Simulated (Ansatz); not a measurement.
Values for one crystal, relaxed and computed with plane-wave PAW LDA (Ansatz code); other levels are named.

```yaml
volume_per_atom: 16.83 Å³
electronic_character: no gap, with almost no states at the Fermi level (zero-gap or semimetallic)
Pressure derivative B′: 4.3
Bulk modulus (Birch–Murnaghan fit): 183 GPa
Density of states at the Fermi level: 0.02 states/eV per atom (mean over ±0.08 eV)
Formation energy from the elements (no fitted shifts): -0.77 eV/atom
```

Which of these materials gives this?
A) NbAs, I4_1md (Nb on 4a, As on 4a)
B) HfN, rock salt
C) MoP, P-6m2 (Mo on 1a, P on 1f)
D) SnTe, rock salt

A, NbAs, I4_1md (Nb on 4a, As on 4a)

The LDA relaxation kept the symmetry of its start. The run is not spin-polarised. A small band overlap can be real or an error of a semilocal functional. The references are the lowest solids computed at this level, not always the standard phases. Spin–orbit coupling is left out wherever it is not named.

Potentials: the later of the program's two PAW sets.
